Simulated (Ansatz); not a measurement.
Input and command of a calculation in Ansatz (plane waves; scalar-relativistic PAW potentials unless the input names others):

```yaml
crystal:
  lattice:
    - [4.9446054492, 0.0, 0.0]
    - [-2.4723027246, 4.2821539307, 0.0]
    - [0.0, 0.0, 6.1197573852]
  atoms:
    - { symbol: Sc, position: [0.0, 0.0, 0.0] }
    - { symbol: Sc, position: [0.3333333333, 0.6666666667, 0.6696452196] }
    - { symbol: Sc, position: [0.6666666667, 0.3333333333, 0.3303547804] }
    - { symbol: I, position: [0.3333333333, 0.6666666667, 0.1913745326] }
    - { symbol: I, position: [0.6666666667, 0.3333333333, 0.8086254674] }
basis:
  ecutwfc: 420
kpoints:
  mp_grid: { grid: [12, 12, 6] }
hamiltonian:
  xcs: pbe
scf:
  occupations: { method: gaussian, width: 0.1 }
  max_iter: 50
output:
  forces: true
  eigenvalues: true
  stress: true
relax:
  adjacent_minimum: "off"
  f_tol: 0.01
  max_steps: 80
  cell: { stress_tol: 0.05 }
```

```bash
ansatz run input.yaml --threads 1 --pin off --max-ram 2560MiB --backend cpu --events-out ev --progress --plain --runs-dir out
```

Q: Will this input run?

A: The program refuses it, because of a misspelt key (the key hamiltonian.xc typed as xcs). With the key spelt rightly it is accepted.

Abridged log:
```
Error: YAML parse error: error: line 17 column 3: unknown field `xcs`, expected one of xc, dispersion, noncollinear_xc, pseudopotentials, hubbard, deformation_potential_offset, integrals
  --> <input>:17:3
   |
15 |   mp_grid: { grid: [12, 12, 6] }
16 | hamiltonian:
17 |   xcs: pbe
   |   ^ unknown field `xcs`, expected one of xc, dispersion, noncollinear_xc, pseudopotentials, hubbard, deformation_potential_offset, integrals
18 | scf:
19 |   occupations: { method: gaussian, width: 0.1 }
   |
```